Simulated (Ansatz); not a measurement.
CuI:
```
CuI
1.0
    4.47019     0.00000     0.00000
   -2.23509     3.87130     0.00000
    0.00000     0.00000    10.22675
Cu I
3 3
Direct
  0.29340   0.00000   0.33333
  0.00000   0.29340   0.66667
  0.70660   0.70660   0.00000
  0.53728   0.00000   0.83333
  0.00000   0.53728   0.16667
  0.46272   0.46272   0.50000
```

Relaxed with PBE. Special points in fractions of this cell's reciprocal vectors: Γ (0.000, 0.000, 0.000); M (0.500, 0.000, 0.000); K (0.333, 0.333, 0.000); A (0.000, 0.000, 0.500); L (0.500, 0.000, 0.500); H (0.333, 0.333, 0.500).

Problem. List the band energies nearest the valence-band maximum at these points for DFT-PBE in the program Ansatz with PAW potentials.

Solution. In eV from the valence-band maximum; about four levels below and three above (degenerate sets whole), none deeper than 8.9 eV; points with the same levels are listed once.

```csv
k,below,above
Γ,-0.55 -0.33 -0.04 -0.04,1.65 3.30 3.30
M,-0.71 -0.61 -0.44 -0.42,2.19 3.06 3.14
K,-0.96 -0.96 -0.80 -0.49 -0.49,2.53 3.08 3.08
A,-0.91 -0.07 -0.05 -0.05,2.63 2.63 3.00
L,-0.97 -0.83 -0.40 -0.36,2.26 3.00 3.17
H,-0.92 -0.92 -0.88 -0.19,3.06 3.52 3.52
```

Space group P3_121. The start of the workflow was typed in or built on a structure type; neither database checked (COD, Materials Project) lists it. It is not the phase usual at ambient conditions (space group No. 216). The PBE relaxation kept the symmetry of its start; whether a distortion lowers the energy is not shown. The workflow began spin-polarised and lost its moments. The volume moved by 15 % from the start of the relaxation. Spin–orbit coupling is left out wherever it is not named.

Potentials: the later of the program's two PAW sets.
